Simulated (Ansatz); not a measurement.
SnSb:
Space group Fm-3m (No. 225); a = 6.085 Å, b = 6.085 Å, c = 6.085 Å, α = 90.00°, β = 90.00°, γ = 90.00°

```tsv
atom	site	symmetry	x	y	z
Sn	4a	m-3m	0.0000	0.0000	0.0000
Sb	4b	m-3m	0.5000	0.5000	0.5000
```
(The calculation used a cell of 2 atoms; values per cell refer to that cell.)

This is the PBEsol-relaxed structure.

Task: All from PBEsol (plane waves, PAW; program Ansatz), unless another level is named. Predict the Debye temperature from the elastic constants.

Result: 213 K.

Task: And the elastic constants (relaxed ions, GPa)?

Result: C11 = 139, C12 = 19.4, C44 = 14.6.

The workflow started from an entry of the Crystallography Open Database (COD), which files this formula under 2 space groups. Whether it is the stable phase at ambient conditions was not checked. The PBEsol relaxation kept the symmetry of its start; whether a distortion lowers the energy is not shown. As this level gives no gap, shear constants depend on the k-mesh and smearing (Fermi–Dirac, 0.1 eV here). Scalar-relativistic: spin–orbit coupling is off unless named, which matters more the heavier the elements.

Potentials: the later of the program's two PAW sets.
